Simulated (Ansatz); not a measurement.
Before relaxation, 1 HfCl4 a cell, upright, over a bridge O-O site (HfO2, Fm-3m (No. 225), (1 1 1) face):

```xyz
41
Lattice="7.1741 0.0000 0.0000 -3.5871 6.2130 0.0000 0.0000 0.0000 28.0010" Properties=species:S:1:pos:R:3 pbc="T T T"
O     1.7935    3.1065    8.0000
O     3.5871    0.0000    8.0000
O    -1.7935    3.1065    8.0000
O     0.0000    0.0000    8.0000
Hf    1.7935    1.0355    8.7322
Hf    0.0000    4.1420    8.7322
Hf    5.3806    1.0355    8.7322
Hf    3.5871    4.1420    8.7322
O     3.5871    2.0710    9.4644
O     1.7935    5.1775    9.4644
O     0.0000    2.0710    9.4644
O    -1.7935    5.1775    9.4644
O     3.5871    4.1420   10.9288
O     5.3806    1.0355   10.9288
O     0.0000    4.1420   10.9288
O     1.7935    1.0355   10.9288
Hf    3.5871    2.0710   11.6540
Hf    1.7935    5.1775   11.6540
Hf    0.0000    2.0710   11.6540
Hf   -1.7935    5.1775   11.6540
O    -1.7935    3.1065   12.3979
O     0.0000    0.0000   12.3979
O     1.7935    3.1065   12.3979
O     3.5871    0.0000   12.3979
O    -1.7935    5.1775   13.8109
O     0.0000    2.0710   13.8109
O     1.7935    5.1775   13.8109
O     3.5871    2.0710   13.8109
Hf   -1.7935    3.1065   14.5468
Hf    0.0000    0.0000   14.5468
Hf    1.7935    3.1065   14.5468
Hf    3.5871    0.0000   14.5468
O     0.0000    4.1420   15.3430
O     1.7935    1.0355   15.3430
O     3.5871    4.1420   15.3430
O     5.3806    1.0355   15.3430
Hf    0.2398   -0.8436   19.0025
Cl   -1.6393   -1.0833   20.3419
Cl    2.1188   -0.6038   20.3419
Cl    0.0000    1.0355   17.6630
Cl    0.4796   -2.7225   17.6630
```

Level of theory: DFT PBE+D3(BJ), scalar-relativistic, plane waves, PAW in Ansatz. Settings: cutoff 420 eV, Γ-centred mesh 3×3×1 on the computed 41-atom cell, Gaussian smearing of 0.05 eV; no spin polarisation. The cell repeats along c with a dipole correction in the vacuum.

Atoms 1, 2, 3, 4, 5, 6, 7, 8, 9, 10, 11, 12, 13, 14, 15, 16 (counted from 1) are held. The cell is fixed. Force threshold 0.04 eV/Å.

(1) Where does it end?

The end is the local minimum or symmetric point that this start leads to. The slab is only 7.3 Å thick, so the energy isn't converged with thickness.

Spin–orbit coupling is left out, which can shift energies with elements as heavy as these.

Answers

(1) The energy falls by 1.970 eV in 35 steps, to:

```xyz
41
Lattice="7.1741 0.0000 0.0000 -3.5871 6.2130 0.0000 0.0000 0.0000 28.0010" Properties=species:S:1:pos:R:3 pbc="T T T"
O     1.7935    3.1065    8.0000
O     3.5871    0.0000    8.0000
O    -1.7935    3.1065    8.0000
O     0.0000    0.0000    8.0000
Hf    1.7935    1.0355    8.7322
Hf    0.0000    4.1420    8.7322
Hf    5.3806    1.0355    8.7322
Hf    3.5871    4.1420    8.7322
O     3.5871    2.0710    9.4644
O     1.7935    5.1775    9.4644
O     0.0000    2.0710    9.4644
O    -1.7935    5.1775    9.4644
O     3.5871    4.1420   10.9288
O     5.3806    1.0355   10.9288
O     0.0000    4.1420   10.9288
O     1.7935    1.0355   10.9288
Hf    3.5837    2.1011   11.6827
Hf    1.7943    5.1767   11.6364
Hf    0.0032    2.0561   11.6063
Hf   -1.8288    5.1665   11.6867
O    -1.7033    3.0816   12.3491
O     0.0352    0.0688   12.3776
O     1.7227    3.0418   12.3723
O     3.5235    0.0223   12.5015
O    -2.0475    5.0019   13.9121
O    -0.0219    2.0427   13.9530
O     1.9456    5.0940   13.7001
O     3.6320    2.4101   13.8133
Hf   -1.6917    3.0227   14.5842
Hf   -0.0618   -0.0138   14.6099
Hf    1.7742    3.1186   14.5224
Hf    3.5533   -0.0321   14.5735
O     0.0326    4.2399   15.2254
O     1.9337    1.0404   15.1721
O     3.1250    4.3076   15.7664
O     5.2385    0.9198   15.1827
Hf   -0.1973   -1.8108   17.8156
Cl   -2.3310   -2.5970   18.3046
Cl    0.6778   -1.6728   20.0016
Cl    0.1624    0.5070   17.4067
Cl    1.6746   -3.2614   17.2668
```

The reference crystal is the fluorite-type form of HfO2, which isn't its usual structure.

Cost: 1 run of about 3.8 core-hours, on Arm Neoverse V2 (shared hosts).